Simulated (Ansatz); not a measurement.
LiAgF₄ in space group C2/c (No. 15; Li on 4e, Ag on 4d, F on 8f, F on 8f), plane-wave PAW r²SCAN (Ansatz code). The conduction-band minimum lies at Γ, with 1 equivalent valley. Second derivatives d²E/dk² of the lowest band at one valley (eV·Å²), along Cartesian directions:

```csv
direction,d²E/dk²
[100],4.616
[010],1.305
[001],1.984
[110],2.957
[101],5.189
[011],1.639
```

Question: Find the principal effective masses, the density-of-states mass and the conductivity mass.

Answer: Off-diagonal terms follow from H_xy = H[110] − (H_xx + H_yy)/2, and m*/mₑ = 7.620 eV·Å² over each eigenvalue: 1.4, 5.8, 7.6. One valley's DOS mass (m₁m₂m₃)^(1/3) = 3.9, conductivity mass 3/(Σ 1/mᵢ) = 2.9 mₑ.

Question: What effective density of states Nc follows at 300 K for parabolic valleys?

Answer: Nc = 2.509e19 × 1 × (3.9)^(3/2) ≈ 1.9e20 cm⁻³.

The first step of the workflow began from a Materials Project structure, measured or hypothetical; the Crystallography Open Database copy checked does not list it. Its standing as an ambient phase is unchecked. The r²SCAN relaxation kept the symmetry of its start; its stability against distortions is not shown here. No spin polarisation was allowed. Spin–orbit coupling is left out wherever it is not named.

Potentials: the later of the program's two PAW sets.

Edges and masses are those of Kohn–Sham bands, whose gap is no quasiparticle gap.
